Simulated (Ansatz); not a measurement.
A relaxed cell of Rb₂ZnNiC₆N₆ is given with its symmetry left out. The cell was found from a structure generator's guess, not taken from experiment.

Theory: DFT PBE, scalar-relativistic, plane waves, PAW in Ansatz 0.2.0. Cutoff 420 eV, Γ-centred mesh, Gaussian smearing, collinear spin.

```
Rb Zn Ni C N
1.0
     0.00000    5.36522    5.36522
     5.36522    0.00000    5.36522
     5.36522    5.36522    0.00000
Rb Zn Ni C N
2 1 1 6 6
Direct
  0.25000 0.25000 0.25000
  0.75000 0.75000 0.75000
  0.50000 0.50000 0.50000
  0.00000 0.00000 0.00000
  0.80901 0.19099 0.19099
  0.19099 0.80901 0.19099
  0.19099 0.19099 0.80901
  0.19099 0.80901 0.80901
  0.80901 0.19099 0.80901
  0.80901 0.80901 0.19099
  0.69973 0.30027 0.30027
  0.30027 0.69973 0.30027
  0.30027 0.30027 0.69973
  0.30027 0.69973 0.69973
  0.69973 0.30027 0.69973
  0.69973 0.69973 0.30027
```

Energies over the elements count from the elements' standard structures at the same level (N₂ as a molecule), with no fitted energy shifts.

Task: Find its symmetry and describe it.

Result: Fm-3m (No. 225). Conventional cell: a = 10.730 Å. Around Rb lie 12 N at 3.83 Å and 12 C at 3.85 Å; Zn is surrounded by 6 N at 2.14 Å; Ni is surrounded by 6 C at 2.05 Å; C is surrounded by 1 N at 1.17 Å, 1 Ni at 2.05 Å, 4 C at 2.90 Å, 1 Zn at 3.32 Å, 4 N at 3.82 Å, 4 Rb at 3.85 Å and 4 N at 3.95 Å; around N lie 1 C at 1.17 Å, 1 Zn at 2.14 Å, 4 N at 3.03 Å, 1 Ni at 3.22 Å, 4 C at 3.82 Å, 4 Rb at 3.83 Å and 4 C at 3.95 Å.

Task: What is its formation energy per atom?

Result: +0.108 eV/atom. A positive value: parting into the elements would lower its energy.

Task: Is it a metal?

Result: No, the gap on the 6×6×6 mesh is 1.39 eV.

Task: Which magnetic moments does it keep?

Result: 0.13 μB per atom net, the space between the atoms included; by site: Ni 1.4 μB.

Task: From what recipe could a structure generator have reached it?

Result: One such recipe: cyanide-bridged rock-salt net of two metals, 2 guest cations a cell (Fm-3m, No. 225). Other recipes can lead to the same cell.

The last run used collinear spin, a 6×6×6 mesh for its 16-atom cell and Gaussian smearing of 0.02 eV. Kohn–Sham gaps at this level usually fall short of measured ones. The reference form of C is held partly by dispersion forces, which this level lacks. Another magnetic order may lie lower. Symmetry constrained the relaxation, so the result can be a saddle point.
